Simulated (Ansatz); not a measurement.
Input for Ansatz (plane-wave DFT, PAW):

```yaml
crystal:
  lattice:
    - [-3.0849309194, 3.0849309194, 3.0849309194]
    - [3.0849309194, -3.0849309194, 3.0849309194]
    - [3.0849309194, 3.0849309194, -3.0849309194]
  atoms:
    - { symbol: Ni, position: [0.0, 0.0, 0.0] }
    - { symbol: Hg, position: [0.0, 0.0, 0.5] }
    - { symbol: Hg, position: [0.5, 0.0, 0.0] }
    - { symbol: Hg, position: [0.5, 0.5, 0.5] }
    - { symbol: Hg, position: [0.0, 0.5, 0.0] }
basis:
  ecutwfc: 420
kpoints:
  mp_grid: { grid: [8, 8, 8] }
hamiltonian:
  xc: lda
scf:
  occupations: { method: gaussian, width: 0.1 }
output:
  forces: true
  stress: true
  eigenvalues: true
relax:
  adjacent_minimum: "off"
  f_tol: 0.005
  max_steps: 50
  cell: { stress_tol: 0.05 }
```

Run as
```bash
ansatz run input.yaml --threads 1 --pin off --max-ram 2560MiB --backend cpu --events-out ev --progress --plain --runs-dir out
```

All numbers below come from DFT LDA, scalar-relativistic, plane waves, PAW in Ansatz 0.2.0.

From the run's log, abridged:

```
Pseudopotentials: kind: paw
Pseudopotential: Ni, paw, valence charge 18, recommended cutoff 420 eV (normal)
Pseudopotential: Hg, paw, valence charge 20, recommended cutoff 420 eV (normal)
Functional definition: SPW92
Crystal: 5 atoms, lattice volume = 117.435 Å³
Basis set: ecut = 420 eV, 2315 PW (Γ)
Bands: 59, of which v1, the nominal top of the filled ones, is band 49 counted from 1 (48 counted from 0)
Symmetry: 48 space group operations
Space group: Im-3m (ITA 229), of the structure as read, at distance tolerance 4.9e-5 Å
k-points: 29 of 512
Initial density: superposition of atomic densities (neutral atoms: chi_scale 0, normalization atom), corrected by the library's trained network
Initial wavefunctions: pseudopotential atomic-orbital guess
Functional: x = slater, c = lda
SCF iter   1: F=—  HF=-59863.074907 eV  |F-HF|=—  |Δ(HF+E_count)|=         —  Δρ=2.63e-2  dr2=6.36e-1  ethr=1.77e-3  ⟨swp⟩=6.2  Hψ=5842  notcnv=0  defer=23
SCF iter   2: F=—  HF=-59863.260834 eV  |F-HF|=—  |Δ(HF+E_count)|=   1.86e-1  Δρ=5.53e-2  dr2=2.59e0  ethr=6.49e-4  ⟨swp⟩=2.0  Hψ=3446  notcnv=0  defer=115  recentre
SCF iter   3: F=—  HF=-59863.029844 eV  |F-HF|=—  |Δ(HF+E_count)|=   2.31e-1  Δρ=2.99e-3  dr2=1.13e-2  ethr=6.49e-4  ⟨swp⟩=2.0  Hψ=3066  notcnv=0  defer=79
SCF iter   4: F=—  HF=-59863.026644 eV  |F-HF|=—  |Δ(HF+E_count)|=   3.20e-3  Δρ=7.04e-4  dr2=7.57e-4  ethr=1.15e-5  ⟨swp⟩=2.2  Hψ=2518  notcnv=0  defer=80
SCF iter   5: F=—  HF=-59863.026488 eV  |F-HF|=—  |Δ(HF+E_count)|=   1.56e-4  Δρ=3.09e-4  dr2=1.60e-4  ethr=7.72e-7  ⟨swp⟩=2.2  Hψ=2085  notcnv=0  defer=80
SCF iter   6: F=—  HF=-59863.026461 eV  |F-HF|=—  |Δ(HF+E_count)|=   2.68e-5  Δρ=2.29e-4  dr2=5.45e-5  ethr=1.63e-7  ⟨swp⟩=2.1  Hψ=1995  notcnv=0  defer=80
SCF iter   7: F=—  HF=-59863.026466 eV  |F-HF|=—  |Δ(HF+E_count)|=   4.06e-6  Δρ=1.73e-4  dr2=2.69e-5  ethr=5.56e-8  ⟨swp⟩=2.0  Hψ=1748  notcnv=0  defer=80
SCF iter   8: F=—  HF=-59863.026464 eV  |F-HF|=—  |Δ(HF+E_count)|=   1.34e-6  Δρ=3.37e-5  dr2=1.02e-6  ethr=2.75e-8  ⟨swp⟩=1.2  Hψ=1602  notcnv=0  defer=80
SCF iter   9: F=—  HF=-59863.026464 eV  |F-HF|=—  |Δ(HF+E_count)|=   2.65e-8  Δρ=1.04e-5  dr2=1.04e-7  ethr=1.04e-9  ⟨swp⟩=1.9  Hψ=1715  notcnv=0  defer=80
SCF iter  10: F=-59863.026464 eV  HF=-59863.026464 eV  |F-HF|=8.03e-9  |Δ(HF+E_count)|=  1.38e-10  Δρ=3.07e-6  dr2=9.10e-9  ethr=1.02e-10  ⟨swp⟩=9.2  Hψ=6220  notcnv=0
SCF 1 converged in 10 iterations: F = -59863.026464 eV  dr2 = 9.10e-9
relax step   1: F+E_penalty+E_count = -59863.02646416 eV  Δ(F+E_penalty+E_count) = +0.000e0 eV  max|allowed force component| = 3.831e-29 eV/Å  Δτ_max = 0.0000 Å  P = -7.301 GPa  Ω = 117.435 Å³  (10 SCF iters, dr2 threshold 1.00e-7 eV, accepted)
Crystal: 5 atoms, lattice volume = 101.084 Å³
Basis set: ecut = 420 eV, 1985 PW (Γ)
Initial density: handed on by an earlier stage of this run
Initial wavefunctions: those handed on with the density
SCF iter   1: F=—  HF=-59863.529467 eV  |F-HF|=—  |Δ(HF+E_count)|=         —  Δρ=3.50e-2  dr2=1.54e0  ethr=1.57e-3  ⟨swp⟩=1.6  Hψ=7253  notcnv=0
SCF iter   2: F=—  HF=-59863.672478 eV  |F-HF|=—  |Δ(HF+E_count)|=   1.43e-1  Δρ=7.75e-2  dr2=3.81e0  ethr=1.57e-3  ⟨swp⟩=3.1  Hψ=3187  notcnv=0  recentre
SCF iter   3: F=—  HF=-59863.375511 eV  |F-HF|=—  |Δ(HF+E_count)|=   2.97e-1  Δρ=9.13e-3  dr2=1.98e-1  ethr=1.57e-3  ⟨swp⟩=2.0  Hψ=2722  notcnv=0  defer=122
SCF iter   4: F=—  HF=-59863.341593 eV  |F-HF|=—  |Δ(HF+E_count)|=   3.39e-2  Δρ=1.04e-2  dr2=7.52e-2  ethr=2.02e-4  ⟨swp⟩=2.0  Hψ=2142  notcnv=0  defer=121
SCF iter   5: F=—  HF=-59863.338202 eV  |F-HF|=—  |Δ(HF+E_count)|=   3.39e-3  Δρ=4.96e-3  dr2=1.64e-2  ethr=7.67e-5  ⟨swp⟩=1.0  Hψ=1585  notcnv=0  defer=121
SCF iter   6: F=—  HF=-59863.336737 eV  |F-HF|=—  |Δ(HF+E_count)|=   1.46e-3  Δρ=1.12e-3  dr2=1.23e-3  ethr=1.67e-5  ⟨swp⟩=2.0  Hψ=1786  notcnv=0  defer=121
SCF iter   7: F=—  HF=-59863.336662 eV  |F-HF|=—  |Δ(HF+E_count)|=   7.51e-5  Δρ=3.78e-4  dr2=1.48e-4  ethr=1.25e-6  ⟨swp⟩=1.0  Hψ=1585  notcnv=0  defer=121
SCF iter   8: F=—  HF=-59863.336641 eV  |F-HF|=—  |Δ(HF+E_count)|=   2.13e-5  Δρ=4.12e-5  dr2=2.07e-6  ethr=1.51e-7  ⟨swp⟩=1.7  Hψ=1639  notcnv=0  defer=121
SCF iter   9: F=-59863.336641 eV  HF=-59863.336641 eV  |F-HF|=1.92e-8  |Δ(HF+E_count)|=   1.47e-7  Δρ=4.40e-6  dr2=3.11e-8  ethr=5.10e-10  ⟨swp⟩=9.4  Hψ=7727  notcnv=0
SCF 2 converged in 9 iterations: F = -59863.336641 eV  dr2 = 3.11e-8
relax step   2: F+E_penalty+E_count = -59863.33664107 eV  Δ(F+E_penalty+E_count) = -3.102e-1 eV  max|allowed force component| = 1.851e-29 eV/Å  Δτ_max = 0.0000 Å  P = +3.207 GPa  Ω = 101.084 Å³  energy of the carried Pulay correction = +4.003e-3 eV  (9 SCF iters, dr2 threshold 5.00e-7 eV, accepted)
Crystal: 5 atoms, lattice volume = 105.568 Å³
Basis set: ecut = 420 eV, 2093 PW (Γ)
SCF iter   1: F=—  HF=-59863.387067 eV  |F-HF|=—  |Δ(HF+E_count)|=         —  Δρ=1.35e-2  dr2=2.28e-1  ethr=2.32e-4  ⟨swp⟩=1.7  Hψ=8388  notcnv=0
SCF iter   2: F=—  HF=-59863.423796 eV  |F-HF|=—  |Δ(HF+E_count)|=   3.67e-2  Δρ=2.96e-2  dr2=5.84e-1  ethr=2.32e-4  ⟨swp⟩=2.1  Hψ=3004  notcnv=0  defer=1  recentre
SCF iter   3: F=—  HF=-59863.368719 eV  |F-HF|=—  |Δ(HF+E_count)|=   5.51e-2  Δρ=2.17e-3  dr2=1.43e-2  ethr=2.32e-4  ⟨swp⟩=2.0  Hψ=3015  notcnv=0  defer=111
SCF iter   4: F=—  HF=-59863.365460 eV  |F-HF|=—  |Δ(HF+E_count)|=   3.26e-3  Δρ=1.35e-3  dr2=1.35e-3  ethr=1.46e-5  ⟨swp⟩=2.0  Hψ=2365  notcnv=0  defer=114
SCF iter   5: F=—  HF=-59863.365188 eV  |F-HF|=—  |Δ(HF+E_count)|=   2.71e-4  Δρ=2.98e-4  dr2=1.06e-4  ethr=1.38e-6  ⟨swp⟩=2.0  Hψ=2345  notcnv=0  defer=114
SCF iter   6: F=—  HF=-59863.365169 eV  |F-HF|=—  |Δ(HF+E_count)|=   1.94e-5  Δρ=2.04e-4  dr2=4.21e-5  ethr=1.08e-7  ⟨swp⟩=2.0  Hψ=1793  notcnv=0  defer=114
SCF iter   7: F=—  HF=-59863.365169 eV  |F-HF|=—  |Δ(HF+E_count)|=   2.08e-7  Δρ=2.19e-4  dr2=4.26e-5  ethr=4.30e-8  ⟨swp⟩=1.0  Hψ=1586  notcnv=0  defer=114
SCF iter   8: F=-59863.365166 eV  HF=-59863.365166 eV  |F-HF|=4.43e-8  |Δ(HF+E_count)|=   3.60e-6  Δρ=1.06e-5  dr2=1.94e-7  ethr=5.10e-10  ⟨swp⟩=8.2  Hψ=8265  notcnv=0
SCF 3 converged in 8 iterations: F = -59863.365166 eV  dr2 = 1.94e-7
relax step   3: F+E_penalty+E_count = -59863.36516560 eV  Δ(F+E_penalty+E_count) = -2.852e-2 eV  max|allowed force component| = 2.482e-29 eV/Å  Δτ_max = 0.0000 Å  P = -0.889 GPa  Ω = 105.568 Å³  energy of the carried Pulay correction = +2.847e-3 eV  (8 SCF iters, dr2 threshold 5.00e-7 eV, accepted)
Crystal: 5 atoms, lattice volume = 104.562 Å³
SCF iter   1: F=—  HF=-59863.369432 eV  |F-HF|=—  |Δ(HF+E_count)|=         —  Δρ=2.73e-3  dr2=9.31e-3  ethr=8.82e-6  ⟨swp⟩=2.8  Hψ=6794  notcnv=0
SCF iter   2: F=—  HF=-59863.370753 eV  |F-HF|=—  |Δ(HF+E_count)|=   1.32e-3  Δρ=6.07e-3  dr2=2.44e-2  ethr=8.82e-6  ⟨swp⟩=2.0  Hψ=2760  notcnv=0  recentre
SCF iter   3: F=—  HF=-59863.368616 eV  |F-HF|=—  |Δ(HF+E_count)|=   2.14e-3  Δρ=5.29e-4  dr2=8.12e-4  ethr=8.82e-6  ⟨swp⟩=2.0  Hψ=2688  notcnv=0
SCF iter   4: F=—  HF=-59863.368468 eV  |F-HF|=—  |Δ(HF+E_count)|=   1.48e-4  Δρ=4.21e-4  dr2=1.13e-4  ethr=8.29e-7  ⟨swp⟩=1.5  Hψ=2075  notcnv=0
SCF iter   5: F=—  HF=-59863.368462 eV  |F-HF|=—  |Δ(HF+E_count)|=   5.32e-6  Δρ=5.46e-5  dr2=3.64e-6  ethr=1.16e-7  ⟨swp⟩=2.0  Hψ=1807  notcnv=0
SCF iter   6: F=—  HF=-59863.368462 eV  |F-HF|=—  |Δ(HF+E_count)|=   2.33e-7  Δρ=9.19e-5  dr2=7.45e-6  ethr=3.72e-9  ⟨swp⟩=2.2  Hψ=2414  notcnv=0
SCF iter   7: F=-59863.368462 eV  HF=-59863.368462 eV  |F-HF|=8.74e-8  |Δ(HF+E_count)|=   5.52e-7  Δρ=1.33e-5  dr2=1.65e-7  ethr=5.10e-10  ⟨swp⟩=6.0  Hψ=7488  notcnv=0
SCF 4 converged in 7 iterations: F = -59863.368462 eV  dr2 = 1.65e-7
relax step   4: F+E_penalty+E_count = -59863.36846159 eV  Δ(F+E_penalty+E_count) = -3.296e-3 eV  max|allowed force component| = 3.050e-29 eV/Å  Δτ_max = 0.0000 Å  P = -0.070 GPa  Ω = 104.562 Å³  energy of the carried Pulay correction = +3.102e-3 eV  (7 SCF iters, dr2 threshold 5.00e-7 eV, accepted)
Crystal: 5 atoms, lattice volume = 104.480 Å³
SCF iter   1: F=—  HF=-59863.368504 eV  |F-HF|=—  |Δ(HF+E_count)|=         —  Δρ=2.16e-4  dr2=5.99e-5  ethr=5.77e-8  ⟨swp⟩=2.6  Hψ=6264  notcnv=0
SCF iter   2: F=—  HF=-59863.368519 eV  |F-HF|=—  |Δ(HF+E_count)|=   1.46e-5  Δρ=4.88e-4  dr2=1.57e-4  ethr=5.77e-8  ⟨swp⟩=2.0  Hψ=2643  notcnv=0  recentre
SCF iter   3: F=—  HF=-59863.368509 eV  |F-HF|=—  |Δ(HF+E_count)|=   9.92e-6  Δρ=4.06e-5  dr2=5.23e-6  ethr=5.77e-8  ⟨swp⟩=2.0  Hψ=2638  notcnv=0
SCF iter   4: F=—  HF=-59863.368501 eV  |F-HF|=—  |Δ(HF+E_count)|=   8.20e-6  Δρ=3.40e-5  dr2=8.05e-7  ethr=5.34e-9  ⟨swp⟩=2.2  Hψ=2190  notcnv=0
SCF iter   5: F=—  HF=-59863.368501 eV  |F-HF|=—  |Δ(HF+E_count)|=   1.07e-7  Δρ=3.06e-6  dr2=2.38e-8  ethr=8.22e-10  ⟨swp⟩=2.0  Hψ=1863  notcnv=0
SCF iter   6: F=—  HF=-59863.368501 eV  |F-HF|=—  |Δ(HF+E_count)|=   1.53e-9  Δρ=9.52e-6  dr2=7.88e-8  ethr=1.25e-11  ⟨swp⟩=4.0  Hψ=6076  notcnv=0
SCF iter   7: F=-59863.368501 eV  HF=-59863.368501 eV  |F-HF|=1.86e-9  |Δ(HF+E_count)|=   6.03e-9  Δρ=1.75e-6  dr2=2.66e-9  ethr=1.25e-11  ⟨swp⟩=2.9  Hψ=5757  notcnv=0
SCF 5 converged in 7 iterations: F = -59863.368501 eV  dr2 = 2.66e-9
relax step   5: F+E_penalty+E_count = -59863.36850072 eV  Δ(F+E_penalty+E_count) = -3.913e-5 eV  max|allowed force component| = 2.630e-29 eV/Å  Δτ_max = 0.0000 Å  P = -0.001 GPa  Ω = 104.480 Å³  energy of the carried Pulay correction = +3.123e-3 eV  (7 SCF iters, dr2 threshold 1.23e-8 eV, accepted)
Initial wavefunctions: pseudopotential atomic-orbital guess (no wavefunctions were taken with the density)
SCF iter   1: F=—  HF=-59863.365151 eV  |F-HF|=—  |Δ(HF+E_count)|=         —  Δρ=2.58e-4  dr2=1.07e-5  ethr=1.29e-7  ⟨swp⟩=3.0  Hψ=10164  notcnv=0
SCF iter   2: F=—  HF=-59863.365159 eV  |F-HF|=—  |Δ(HF+E_count)|=   7.56e-6  Δρ=1.28e-4  dr2=2.37e-6  ethr=1.09e-8  ⟨swp⟩=2.0  Hψ=3132  notcnv=0
SCF iter   3: F=—  HF=-59863.365155 eV  |F-HF|=—  |Δ(HF+E_count)|=   4.38e-6  Δρ=1.37e-4  dr2=1.35e-5  ethr=2.42e-9  ⟨swp⟩=2.0  Hψ=3133  notcnv=0  recentre
SCF iter   4: F=—  HF=-59863.365154 eV  |F-HF|=—  |Δ(HF+E_count)|=   1.04e-6  Δρ=1.98e-5  dr2=2.08e-7  ethr=2.42e-9  ⟨swp⟩=2.0  Hψ=3017  notcnv=0
SCF iter   5: F=—  HF=-59863.365154 eV  |F-HF|=—  |Δ(HF+E_count)|=   5.49e-8  Δρ=4.88e-6  dr2=1.89e-8  ethr=2.12e-10  ⟨swp⟩=2.0  Hψ=2521  notcnv=0
SCF iter   6: F=—  HF=-59863.365154 eV  |F-HF|=—  |Δ(HF+E_count)|=   3.25e-9  Δρ=4.49e-6  dr2=1.73e-8  ethr=1.93e-11  ⟨swp⟩=1.0  Hψ=1711  notcnv=0
SCF iter   7: F=—  HF=-59863.365154 eV  |F-HF|=—  |Δ(HF+E_count)|=   1.41e-9  Δρ=4.50e-7  dr2=1.74e-10  ethr=1.76e-11  ⟨swp⟩=2.0  Hψ=1826  notcnv=0
SCF iter   8: F=—  HF=-59863.365154 eV  |F-HF|=—  |Δ(HF+E_count)|=  2.91e-11  Δρ=3.11e-7  dr2=8.02e-11  ethr=1.00e-12  ⟨swp⟩=4.0  Hψ=5222  notcnv=0
SCF iter   9: F=-59863.365154 eV  HF=-59863.365154 eV  |F-HF|=0.00e0  |Δ(HF+E_count)|=  1.46e-11  Δρ=1.36e-7  dr2=1.56e-11  ethr=1.00e-12  ⟨swp⟩=4.0  Hψ=4851  notcnv=0
SCF 6 converged in 9 iterations: F = -59863.365154 eV  dr2 = 1.56e-11
SCF converged after 9 iterations
Free energy (F): -59863.365154 eV
Harris-Foulkes:  -59863.365154 eV  (|F-HF|=0.00e0)
Internal energy: -59863.360197 eV  (E = F + TS)
E sigma→0 (E₀):  -59863.362675 eV
Entropy (-TS):   -0.004957 eV (-0.991 meV/atom)
Fermi energy:    14.918693 eV
--- Per-component energies (eV) ---
  E_band       = -1892.303687
  E_kinetic    = 2706.810698
  E_local      = -14995.556575  (includes V_loc(G=0)·N_el)
  E_nonlocal   = 960.682135
  E_hartree    = 6459.688997
  E_xc         = -963.839491
  E_vxc        = -1161.950763  (∫ρ·V_xc dr)
  E_paw        = -40186.194161  (= ΣΔE_a)
  E_vpaw       = -2321.671502  (= ΣTr[D̂ρ^β])
  E_aug_tail   = 0.003917  (compensation charges beyond the density's cutoff)
  E_ewald      = -13847.694210
  E_core_change = 2.738491  (= ΣΔE_core)
  E_smearing   = -0.004957  (= −TS)
--- Forces (eV/Å), atoms counted from 1 ---
  atom   1  Ni     0.00000000     0.00000000     0.00000000
  atom   2  Hg     0.00000000     0.00000000     0.00000000
  atom   3  Hg     0.00000000     0.00000000     0.00000000
  atom   4  Hg     0.00000000     0.00000000     0.00000000
  atom   5  Hg     0.00000000     0.00000000     0.00000000
--- Stress (GPa, compression-positive) ---
        0.000983       0.000000       0.000000
        0.000000       0.000983       0.000000
        0.000000       0.000000       0.000983
  P = ⅓ Tr σ = 0.0010 GPa (0.010 kbar)
--- Band table (eV; the first three rows and the last of 29) ---
  k-point 0: bands = ["-100.2246", "-100.2215", "-100.2215", "-100.2215", "-87.0932", "-48.5577", "-48.5577", "-48.5577", "-48.5331", "-48.5331", "-48.5331", "-48.4893", "-48.4879", "-48.4879", "-48.4879", "-48.4741", "-48.4741", "-47.9247", "-47.9247", "-47.9247", "5.2715", "6.5325", "6.5325", "6.6829", "6.8919", "6.8919", "6.9615", "6.9615", "6.9615", "7.9686", "7.9686", "7.9686", "8.3541", "8.3541", "8.3541", "8.8850", "8.8850", "8.8850", "9.5898", "9.5898", "9.5898", "13.2953", "13.2953", "13.2953", "13.8301", "13.8301", "14.8902", "14.8902", "14.8902", "16.1570", "16.1570", "16.1570", "16.6109", "16.6109", "16.6109", "20.9663", "22.3347", "22.3347", "24.0966"]
  k-point 1: bands = ["-100.2245", "-100.2216", "-100.2215", "-100.2215", "-87.0932", "-48.5569", "-48.5552", "-48.5546", "-48.5321", "-48.5321", "-48.5309", "-48.4910", "-48.4898", "-48.4895", "-48.4874", "-48.4763", "-48.4749", "-47.9268", "-47.9257", "-47.9247", "5.4097", "6.5753", "6.6066", "6.7638", "6.9449", "6.9485", "6.9576", "7.0327", "7.0412", "7.9248", "7.9643", "7.9905", "8.2939", "8.3461", "8.3530", "8.8250", "8.8590", "8.8598", "9.3884", "9.4822", "9.4904", "12.9110", "13.0637", "13.2301", "13.7644", "13.7732", "14.0555", "14.3944", "15.0468", "15.6906", "15.9138", "16.3290", "17.4817", "17.6753", "17.7898", "21.3298", "22.5595", "22.7443", "23.4081"]
  k-point 2: bands = ["-100.2242", "-100.2220", "-100.2215", "-100.2215", "-87.0932", "-48.5549", "-48.5490", "-48.5460", "-48.5289", "-48.5288", "-48.5244", "-48.4965", "-48.4950", "-48.4943", "-48.4860", "-48.4827", "-48.4770", "-47.9320", "-47.9282", "-47.9247", "5.7832", "6.6927", "6.8249", "6.9033", "7.0058", "7.0994", "7.1660", "7.2371", "7.2727", "7.7972", "7.9444", "8.0289", "8.1235", "8.3475", "8.3664", "8.6559", "8.7865", "8.7883", "8.8953", "9.1913", "9.2043", "11.5765", "12.6363", "13.0846", "13.2441", "13.6910", "13.7442", "13.7821", "15.1985", "15.4464", "16.0069", "16.9890", "18.8390", "19.1757", "19.4336", "22.1441", "22.3370", "22.3942", "23.3153"]
  k-point 28: bands = ["-100.2231", "-100.2231", "-100.2231", "-100.2200", "-87.0932", "-48.5544", "-48.5377", "-48.5377", "-48.5353", "-48.5353", "-48.5353", "-48.4872", "-48.4872", "-48.4872", "-48.4780", "-48.4780", "-48.4780", "-47.9396", "-47.9396", "-47.9396", "6.6809", "6.6809", "6.6809", "6.8434", "6.8434", "6.8434", "7.1691", "7.1691", "7.1691", "8.0894", "8.0894", "8.0894", "8.2334", "8.2334", "8.2334", "8.8403", "9.0224", "9.0224", "9.6366", "9.6366", "10.8394", "11.8689", "11.8689", "11.8689", "12.0947", "12.0947", "12.9590", "12.9590", "12.9590", "14.3984", "14.3984", "19.5688", "19.9875", "19.9875", "19.9875", "22.8678", "25.1856", "25.1856", "25.1856"]
--- Relaxed structure (5 steps of the walk, 5 accepted, 1 SCFs on fresh bases) ---
  F+E_penalty+E_count = -59863.36515358 eV   max|allowed force component| = 2.795e-29 eV/Å   (the final SCF, on the basis selected at the relaxed cell)
  cell:  # Å, volume = 104.4795 Å³
    - [-2.96704221, 2.96704221, 2.96704221]
    - [2.96704221, -2.96704221, 2.96704221]
    - [2.96704221, 2.96704221, -2.96704221]
  atoms:
    - { symbol: Ni, position: [0.0, 0.0, 0.0] }
    - { symbol: Hg, position: [0.0, 0.0, 0.5] }
    - { symbol: Hg, position: [0.5, 0.0, 0.0] }
    - { symbol: Hg, position: [0.5, 0.5, 0.5] }
    - { symbol: Hg, position: [0.0, 0.5, 0.0] }
```

The relaxation met its thresholds.

It took 58 s on 1 thread of Arm Neoverse V2, on a shared host, peak memory 0.45 GiB.

Spin–orbit coupling is left out, which can shift energies with elements as heavy as these.